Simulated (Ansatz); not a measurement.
# Bands of HfSi

```
Hf Si
1.0
     3.68933    0.00000    0.00000
    -1.84466    3.19505    0.00000
     0.00000    0.00000    6.61483
Hf Si
2 2
Direct
  0.00000 0.00000 0.00000
  0.00000 0.00000 0.50000
  0.33333 0.66667 0.25000
  0.66667 0.33333 0.75000
```

Atom numbers follow the list: Hf1, Hf2, Si3, Si4.

Conventional cell: a = 3.689 Å, b = 3.689 Å, c = 6.615 Å, α = 90.00°, β = 90.00°, γ = 120.00°. Around Hf (atom 1) lie 6 Si at 2.70 Å. Si (atom 3) has 6 Hf at 2.70 Å as nearest neighbours.

The cell was built from the NiAs type and relaxed in the same program, and has space group P6_3/mmc; it needn't be a known or the stable phase.

No spin–orbit coupling, which matters for the heavy atoms here.

Computed with DFT, PBEsol, all-electron LAPW, scalar-relativistic in Ansatz 0.2.0.

The runs use a Γ-centred 10×10×6 k mesh, Fermi–Dirac smearing of 0.05 eV, basis error target 1 meV/atom, no spin polarisation.

Points in fractions of the reciprocal vectors of this cell: Γ (0, 0, 0), M (0.5, 0, 0), K (0.333, 0.333, 0), A (0, 0, 0.5), L (0.5, 0, 0.5), H (0.333, 0.333, 0.5). The path joins them by straight lines in the order Γ–M–K–Γ–A–L–H–A–L; legs that retrace an earlier one aren't tabulated. Energies are in eV from the Fermi level.

(1) Metal or insulator at this level of theory?

(2) Tabulate bands 44 to 51, counted from the lowest band of the run, along the path.

Answers

(1) No gap opens: metallic or semimetallic.

(2) 
```json
{"k (1/Å)": "0.00", "point": "Γ", "band 44": "-1.43", "band 45": "-1.43", "band 46": "-1.24", "band 47": "0.77", "band 48": "0.77", "band 49": "0.86", "band 50": "0.86", "band 51": "1.88"}
{"k (1/Å)": "0.14", "point": "", "band 44": "-1.52", "band 45": "-1.40", "band 46": "-1.22", "band 47": "0.36", "band 48": "0.59", "band 49": "0.71", "band 50": "0.86", "band 51": "2.15"}
{"k (1/Å)": "0.28", "point": "", "band 44": "-1.76", "band 45": "-1.34", "band 46": "-1.21", "band 47": "-0.30", "band 48": "-0.04", "band 49": "0.44", "band 50": "1.12", "band 51": "2.25"}
{"k (1/Å)": "0.42", "point": "", "band 44": "-2.14", "band 45": "-1.44", "band 46": "-1.32", "band 47": "-0.90", "band 48": "-0.57", "band 49": "0.30", "band 50": "1.53", "band 51": "2.05"}
{"k (1/Å)": "0.56", "point": "", "band 44": "-2.78", "band 45": "-1.85", "band 46": "-1.41", "band 47": "-1.34", "band 48": "-0.78", "band 49": "0.36", "band 50": "1.73", "band 51": "2.04"}
{"k (1/Å)": "0.70", "point": "", "band 44": "-3.46", "band 45": "-2.04", "band 46": "-1.54", "band 47": "-1.53", "band 48": "-0.99", "band 49": "0.57", "band 50": "1.40", "band 51": "2.48"}
{"k (1/Å)": "0.84", "point": "", "band 44": "-3.12", "band 45": "-2.06", "band 46": "-1.65", "band 47": "-1.42", "band 48": "-1.23", "band 49": "0.78", "band 50": "1.09", "band 51": "2.67"}
{"k (1/Å)": "0.98", "point": "M", "band 44": "-3.03", "band 45": "-2.04", "band 46": "-1.69", "band 47": "-1.35", "band 48": "-1.28", "band 49": "0.87", "band 50": "0.94", "band 51": "2.70"}
{"k (1/Å)": "1.06", "point": "", "band 44": "-3.00", "band 45": "-2.21", "band 46": "-1.51", "band 47": "-1.44", "band 48": "-1.30", "band 49": "0.91", "band 50": "0.96", "band 51": "2.69"}
{"k (1/Å)": "1.15", "point": "", "band 44": "-2.89", "band 45": "-2.48", "band 46": "-1.70", "band 47": "-1.38", "band 48": "-1.25", "band 49": "1.02", "band 50": "1.03", "band 51": "2.65"}
{"k (1/Å)": "1.23", "point": "", "band 44": "-2.74", "band 45": "-2.72", "band 46": "-2.06", "band 47": "-1.48", "band 48": "-1.01", "band 49": "1.12", "band 50": "1.21", "band 51": "2.55"}
{"k (1/Å)": "1.31", "point": "", "band 44": "-2.96", "band 45": "-2.51", "band 46": "-2.48", "band 47": "-1.61", "band 48": "-0.82", "band 49": "1.26", "band 50": "1.44", "band 51": "2.40"}
{"k (1/Å)": "1.39", "point": "", "band 44": "-3.13", "band 45": "-2.89", "band 46": "-2.28", "band 47": "-1.73", "band 48": "-0.68", "band 49": "1.45", "band 50": "1.71", "band 51": "2.22"}
{"k (1/Å)": "1.47", "point": "", "band 44": "-3.25", "band 45": "-3.21", "band 46": "-2.07", "band 47": "-1.85", "band 48": "-0.60", "band 49": "1.67", "band 50": "1.98", "band 51": "2.04"}
{"k (1/Å)": "1.55", "point": "K", "band 44": "-3.31", "band 45": "-3.31", "band 46": "-1.94", "band 47": "-1.94", "band 48": "-0.58", "band 49": "1.88", "band 50": "1.88", "band 51": "2.13"}
{"k (1/Å)": "1.71", "point": "", "band 44": "-3.26", "band 45": "-2.91", "band 46": "-2.09", "band 47": "-2.02", "band 48": "-0.64", "band 49": "1.66", "band 50": "1.66", "band 51": "1.99"}
{"k (1/Å)": "1.88", "point": "", "band 44": "-3.03", "band 45": "-2.73", "band 46": "-2.28", "band 47": "-1.92", "band 48": "-0.73", "band 49": "0.99", "band 50": "1.61", "band 51": "2.26"}
{"k (1/Å)": "2.04", "point": "", "band 44": "-2.73", "band 45": "-2.66", "band 46": "-1.71", "band 47": "-1.64", "band 48": "-0.73", "band 49": "0.40", "band 50": "1.73", "band 51": "2.37"}
{"k (1/Å)": "2.20", "point": "", "band 44": "-2.24", "band 45": "-1.86", "band 46": "-1.35", "band 47": "-1.16", "band 48": "-0.51", "band 49": "0.04", "band 50": "1.80", "band 51": "1.97"}
{"k (1/Å)": "2.36", "point": "", "band 44": "-1.84", "band 45": "-1.39", "band 46": "-1.22", "band 47": "-0.50", "band 48": "-0.05", "band 49": "0.16", "band 50": "1.24", "band 51": "2.22"}
{"k (1/Å)": "2.52", "point": "", "band 44": "-1.54", "band 45": "-1.39", "band 46": "-1.21", "band 47": "0.26", "band 48": "0.54", "band 49": "0.64", "band 50": "0.89", "band 51": "2.19"}
{"k (1/Å)": "2.69", "point": "Γ", "band 44": "-1.43", "band 45": "-1.43", "band 46": "-1.24", "band 47": "0.77", "band 48": "0.77", "band 49": "0.86", "band 50": "0.86", "band 51": "1.88"}
{"k (1/Å)": "2.75", "point": "", "band 44": "-1.41", "band 45": "-1.41", "band 46": "-1.25", "band 47": "0.71", "band 48": "0.71", "band 49": "0.88", "band 50": "0.88", "band 51": "1.86"}
{"k (1/Å)": "2.82", "point": "", "band 44": "-1.36", "band 45": "-1.36", "band 46": "-1.32", "band 47": "0.55", "band 48": "0.55", "band 49": "0.94", "band 50": "0.94", "band 51": "1.80"}
{"k (1/Å)": "2.89", "point": "", "band 44": "-1.44", "band 45": "-1.27", "band 46": "-1.27", "band 47": "0.33", "band 48": "0.33", "band 49": "1.03", "band 50": "1.03", "band 51": "1.76"}
{"k (1/Å)": "2.96", "point": "", "band 44": "-1.65", "band 45": "-1.16", "band 46": "-1.16", "band 47": "0.08", "band 48": "0.08", "band 49": "1.15", "band 50": "1.15", "band 51": "1.77"}
{"k (1/Å)": "3.03", "point": "", "band 44": "-1.94", "band 45": "-1.01", "band 46": "-1.01", "band 47": "-0.17", "band 48": "-0.17", "band 49": "1.32", "band 50": "1.32", "band 51": "1.88"}
{"k (1/Å)": "3.09", "point": "", "band 44": "-2.31", "band 45": "-0.83", "band 46": "-0.83", "band 47": "-0.41", "band 48": "-0.41", "band 49": "1.51", "band 50": "1.51", "band 51": "1.97"}
{"k (1/Å)": "3.16", "point": "A", "band 44": "-2.73", "band 45": "-0.63", "band 46": "-0.63", "band 47": "-0.63", "band 48": "-0.63", "band 49": "1.73", "band 50": "1.73", "band 51": "1.73"}
{"k (1/Å)": "3.30", "point": "", "band 44": "-2.72", "band 45": "-0.82", "band 46": "-0.82", "band 47": "-0.61", "band 48": "-0.61", "band 49": "1.53", "band 50": "1.53", "band 51": "1.72"}
{"k (1/Å)": "3.44", "point": "", "band 44": "-2.74", "band 45": "-1.19", "band 46": "-1.19", "band 47": "-0.57", "band 48": "-0.57", "band 49": "1.09", "band 50": "1.09", "band 51": "1.73"}
{"k (1/Å)": "3.58", "point": "", "band 44": "-2.92", "band 45": "-1.42", "band 46": "-1.42", "band 47": "-0.56", "band 48": "-0.56", "band 49": "0.58", "band 50": "0.58", "band 51": "1.88"}
{"k (1/Å)": "3.72", "point": "", "band 44": "-3.29", "band 45": "-1.45", "band 46": "-1.45", "band 47": "-0.61", "band 48": "-0.61", "band 49": "0.17", "band 50": "0.17", "band 51": "2.24"}
{"k (1/Å)": "3.86", "point": "", "band 44": "-3.73", "band 45": "-1.47", "band 46": "-1.47", "band 47": "-0.69", "band 48": "-0.69", "band 49": "0.00", "band 50": "0.00", "band 51": "2.79"}
{"k (1/Å)": "4.00", "point": "", "band 44": "-4.09", "band 45": "-1.56", "band 46": "-1.56", "band 47": "-0.76", "band 48": "-0.76", "band 49": "0.07", "band 50": "0.07", "band 51": "3.44"}
{"k (1/Å)": "4.14", "point": "L", "band 44": "-4.23", "band 45": "-1.61", "band 46": "-1.61", "band 47": "-0.79", "band 48": "-0.79", "band 49": "0.14", "band 50": "0.14", "band 51": "3.86"}
{"k (1/Å)": "4.23", "point": "", "band 44": "-4.21", "band 45": "-1.62", "band 46": "-1.62", "band 47": "-0.92", "band 48": "-0.92", "band 49": "0.21", "band 50": "0.21", "band 51": "3.78"}
{"k (1/Å)": "4.31", "point": "", "band 44": "-4.13", "band 45": "-1.65", "band 46": "-1.65", "band 47": "-1.22", "band 48": "-1.22", "band 49": "0.36", "band 50": "0.36", "band 51": "3.71"}
{"k (1/Å)": "4.39", "point": "", "band 44": "-4.01", "band 45": "-1.70", "band 46": "-1.70", "band 47": "-1.58", "band 48": "-1.58", "band 49": "0.50", "band 50": "0.50", "band 51": "3.50"}
{"k (1/Å)": "4.47", "point": "", "band 44": "-3.84", "band 45": "-1.99", "band 46": "-1.99", "band 47": "-1.72", "band 48": "-1.72", "band 49": "0.63", "band 50": "0.63", "band 51": "3.21"}
{"k (1/Å)": "4.55", "point": "", "band 44": "-3.64", "band 45": "-2.37", "band 46": "-2.37", "band 47": "-1.77", "band 48": "-1.77", "band 49": "0.75", "band 50": "0.75", "band 51": "2.95"}
{"k (1/Å)": "4.63", "point": "", "band 44": "-3.43", "band 45": "-2.69", "band 46": "-2.69", "band 47": "-1.80", "band 48": "-1.80", "band 49": "0.83", "band 50": "0.83", "band 51": "2.78"}
{"k (1/Å)": "4.71", "point": "H", "band 44": "-3.31", "band 45": "-2.84", "band 46": "-2.84", "band 47": "-1.82", "band 48": "-1.82", "band 49": "0.87", "band 50": "0.87", "band 51": "2.71"}
{"k (1/Å)": "4.87", "point": "", "band 44": "-3.51", "band 45": "-2.48", "band 46": "-2.48", "band 47": "-1.74", "band 48": "-1.74", "band 49": "0.75", "band 50": "0.75", "band 51": "2.90"}
{"k (1/Å)": "5.04", "point": "", "band 44": "-3.53", "band 45": "-2.06", "band 46": "-2.06", "band 47": "-1.47", "band 48": "-1.47", "band 49": "0.56", "band 50": "0.56", "band 51": "2.77"}
{"k (1/Å)": "5.20", "point": "", "band 44": "-3.30", "band 45": "-1.75", "band 46": "-1.75", "band 47": "-1.11", "band 48": "-1.11", "band 49": "0.55", "band 50": "0.55", "band 51": "2.13"}
{"k (1/Å)": "5.36", "point": "", "band 44": "-2.98", "band 45": "-1.55", "band 46": "-1.55", "band 47": "-0.79", "band 48": "-0.79", "band 49": "0.78", "band 50": "0.78", "band 51": "1.65"}
{"k (1/Å)": "5.52", "point": "", "band 44": "-2.76", "band 45": "-1.29", "band 46": "-1.29", "band 47": "-0.61", "band 48": "-0.61", "band 49": "1.10", "band 50": "1.10", "band 51": "1.59"}
{"k (1/Å)": "5.69", "point": "", "band 44": "-2.72", "band 45": "-0.87", "band 46": "-0.87", "band 47": "-0.61", "band 48": "-0.61", "band 49": "1.49", "band 50": "1.49", "band 51": "1.69"}
{"k (1/Å)": "5.85", "point": "A", "band 44": "-2.73", "band 45": "-0.63", "band 46": "-0.63", "band 47": "-0.63", "band 48": "-0.63", "band 49": "1.73", "band 50": "1.73", "band 51": "1.73"}
```
